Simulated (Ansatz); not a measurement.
Method: PBEsol, scalar-relativistic; no spin polarisation; PAW, 420 eV, Γ-centred 10×10×10 mesh, 0.05 eV Gaussian smearing; code Ansatz; PAW files: Ansatz's generated set soft_2.

A compound X2Ge has these computed properties.

- Space group: Fm-3m (No. 225)
- Conventional cell: a = 5.731 Å, b = 5.731 Å, c = 5.731 Å, α = 90.00°, β = 90.00°, γ = 90.00°
- Volume: 15.69 Å³/atom
- Band gap: zero (metallic)
- Density of states at the Fermi level: 1.3 states/(eV·atom)
- Formation energy from the elements (0 K, uncorrected): 0.77 eV/atom (unstable against the elements)
- Bulk modulus (Birch–Murnaghan): 257 GPa
- Pressure derivative B0′: 4.7

Sites: X on 8c, Ge on 4a.

Problem. Which element is X?
A. Re
B. Pt
C. Ir
D. Os

Solution. D. X is Os, so the compound is Os2Ge.

The cell came from substitution into a structure type; whether the compound takes it is for experiment to say.

These numbers lack spin–orbit coupling.
